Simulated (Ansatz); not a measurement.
Nb₅SiB₂:
```
Nb5SiB2
1.0
   -3.12371     3.12371     5.81990
    3.12371    -3.12371     5.81990
    3.12371     3.12371    -5.81990
Nb Si B
10 2 4
Direct
  0.00000   0.00000   0.00000
  0.50000   0.50000   0.00000
  0.80702   0.30702   0.83920
  0.19298   0.69298   0.16080
  0.30702   0.46782   0.50000
  0.69298   0.53218   0.50000
  0.46782   0.96782   0.16080
  0.53218   0.03218   0.83920
  0.96782   0.80702   0.50000
  0.03218   0.19298   0.50000
  0.25000   0.25000   0.00000
  0.75000   0.75000   0.00000
  0.11239   0.61239   0.72478
  0.88761   0.38761   0.27522
  0.61239   0.88761   0.50000
  0.38761   0.11239   0.50000
```

Relaxed with r²SCAN. Special points in fractions of this cell's reciprocal vectors: Γ (0.000, 0.000, 0.000); X (0.000, 0.000, 0.500); P (0.250, 0.250, 0.250); N (0.000, 0.500, 0.000); M (0.500, 0.500, -0.500); S (0.322, 0.678, -0.322); S0 (-0.322, 0.322, 0.322); R (-0.144, 0.144, 0.500); G (0.500, 0.500, -0.144).

**Question.** List the band energies nearest the Fermi level at these points for r²SCAN in the plane-wave PAW code Ansatz.

**Answer.** In eV from the Fermi level; about four levels below and three above (degenerate sets whole), none deeper than 8.9 eV; points with the same levels are listed once.

```json
[
 {"k": "Γ", "below": "-0.21 -0.11 -0.03 -0.03", "above": "0.27 1.22 1.22"},
 {"k": "X", "below": "-0.91 -0.82 -0.73 -0.37", "above": "0.02 1.00 1.00"},
 {"k": "P", "below": "-0.62 -0.62 -0.32 -0.32", "above": "1.47 1.47 1.64 1.64"},
 {"k": "N", "below": "-0.61 -0.61 -0.19 -0.19", "above": "1.13 1.13 1.70 1.70"},
 {"k": "M", "below": "-0.20 -0.05 -0.05 -0.01", "above": "0.12 0.12 0.54"},
 {"k": "S", "below": "-0.70 -0.53 -0.37 -0.21", "above": "0.08 0.80 1.31"},
 {"k": "R", "below": "-0.88 -0.64 -0.64 -0.46", "above": "0.05 0.21 0.35"}
]
```

Space group I4/mcm. The first step of the workflow began from a Materials Project structure, measured or hypothetical; the Crystallography Open Database copy checked does not list it. Whether it is the stable phase at ambient conditions was not checked. Symmetry was held in the r²SCAN relaxation; whether a distortion lowers the energy is not shown. No spin polarisation was allowed. Scalar-relativistic: spin–orbit coupling is off unless named, which matters more the heavier the elements.

Potentials: the later of the program's two PAW sets.
